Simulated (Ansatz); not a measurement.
Co3Ge2 in space group P-6m2 (No. 187; Co on 2i, Co on 1b, Ge on 1a, Ge on 1d), PBE (plane waves, PAW; program Ansatz), all energies at zero smearing, with the estimated change up to a 700 eV cutoff added, with one set of potentials and settings (totals compare only within such a set). Cell of 5 atoms (3 Co, 2 Ge): -23968.915 eV.

```tsv
element	reference phase	E (eV/atom)
Co	P6_3/mmc, 2 atoms in the cell, spin-polarised	-5126.1559
Ge	Fd-3m, 2 atoms in the cell	-4294.9847
```

Formation energy per atom, worked out: (-23968.915 − 3×(-5126.1559) − 2×(-4294.9847))/5 = -0.096 eV/atom (-9 kJ per mol of atoms), at 0 K, without zero-point energy or fitted corrections.

The first step of the workflow began from a Materials Project structure, measured or hypothetical; the Crystallography Open Database copy checked does not list it. Its standing as an ambient phase is unchecked. The cell was relaxed with PBE under the symmetry of its start; whether a distortion lowers the energy is not shown. Magnetic state: ferromagnetic, chosen from 4 collinear starts compared on coarse meshes (ties went to the first, and starts can fall back to one state), not a proven ground state. The references are the lowest solids computed at this level, not always the standard phases.

Potentials: the later of the program's two PAW sets.
